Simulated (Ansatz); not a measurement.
SrLi2Ta2O7:
```yaml
crystal:
  lattice:
    - [-1.97109, 1.97109, 9.08524]
    - [1.97109, -1.97109, 9.08524]
    - [1.97109, 1.97109, -9.08524]
  atoms:
    - { symbol: Li, position: [0.75000, 0.25000, 0.50000] }
    - { symbol: Li, position: [0.25000, 0.75000, 0.50000] }
    - { symbol: Sr, position: [0.00000, 0.00000, 0.00000] }
    - { symbol: Ta, position: [0.61472, 0.61472, 0.00000] }
    - { symbol: Ta, position: [0.38528, 0.38528, 0.00000] }
    - { symbol: O, position: [0.50000, 0.50000, 0.00000] }
    - { symbol: O, position: [0.10389, 0.60389, 0.50000] }
    - { symbol: O, position: [0.89611, 0.39611, 0.50000] }
    - { symbol: O, position: [0.60389, 0.10389, 0.50000] }
    - { symbol: O, position: [0.39611, 0.89611, 0.50000] }
    - { symbol: O, position: [0.28190, 0.28190, 0.00000] }
    - { symbol: O, position: [0.71810, 0.71810, 0.00000] }
```

Plane-wave PAW PBEsol (Ansatz code) gives a gap of 2.18 eV without spin–orbit coupling, maximum at X, minimum at Γ.

### Question
What happens when spin–orbit coupling is switched on?

### Answer
The gap drops by 0.02 eV, to 2.16 eV; maximum at X, minimum at Γ.

### Question
Give the electron effective mass with spin–orbit coupling.

### Answer
0.28, 0.28, 19 mₑ (principal values).

Space group I4/mmm. The first step of the workflow began from a Materials Project structure, measured or hypothetical; the Crystallography Open Database files this formula in space group No. 139, but the cells were not matched. Its standing as an ambient phase is unchecked. Symmetry was held in the PBEsol relaxation; its stability against distortions is not shown here. The run is not spin-polarised.

Potentials: the later of the program's two PAW sets.
